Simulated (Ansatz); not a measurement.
CdS:
Space group F-43m (No. 216); a = 5.824 Å, b = 5.824 Å, c = 5.824 Å, α = 90.00°, β = 90.00°, γ = 90.00°

```
atom  site  symmetry       x       y       z
----  ----  --------  ------  ------  ------
S       4c      -43m  0.2500  0.2500  0.2500
Cd      4a      -43m  0.0000  0.0000  0.0000
```
(The calculation used a cell of 2 atoms; values per cell refer to that cell.)

Relaxed with PBEsol. DFT-PBEsol in the program Ansatz with PAW potentials gives a gap of 1.01 eV.

Problem. What gap does HSE06 give on the same cell (Ansatz, PAW)?

Solution. 2.17 eV, 1.16 eV more. The hybrid was solved on a coarser mesh and at special points; its gap is the smallest among all of these.

| k | v1 PBEsol | c1 PBEsol | v1 HSE06 | c1 HSE06 |
|---|---|---|---|---|
| Γ | 0.00 | 1.01 | 0.00 | 2.17 |
| X | -1.92 | 3.39 | … | … |
| L | -0.77 | 2.89 | … | … |
| W | -2.24 | 5.29 | … | … |
| K | -1.56 | 4.10 | … | … |

Problem. Top valence (v1) and lowest conduction level (c1) in eV from each method's valence maximum (which need not be a listed point): supply the withheld HSE06 values.

Solution. 
- W, v1 HSE06: -2.39
- W, c1 HSE06: 6.42
- K, v1 HSE06: -1.65
- K, c1 HSE06: 5.25
- X, v1 HSE06: -2.03
- X, c1 HSE06: 4.45
- L, v1 HSE06: -0.81
- L, c1 HSE06: 4.12

Cost on shared cores: the PBEsol run (SCF on a 8×8×8 mesh, then bands and DOS) very roughly 16 core-seconds, the HSE06 run (SCF on 6×6×6, then a few points) about 2.1 core-minutes (a rough figure); the tasks are unlike.

Symmetry was held in the PBEsol relaxation. Spin–orbit coupling is left out wherever it is not named.

Potentials: the later of the program's two PAW sets.
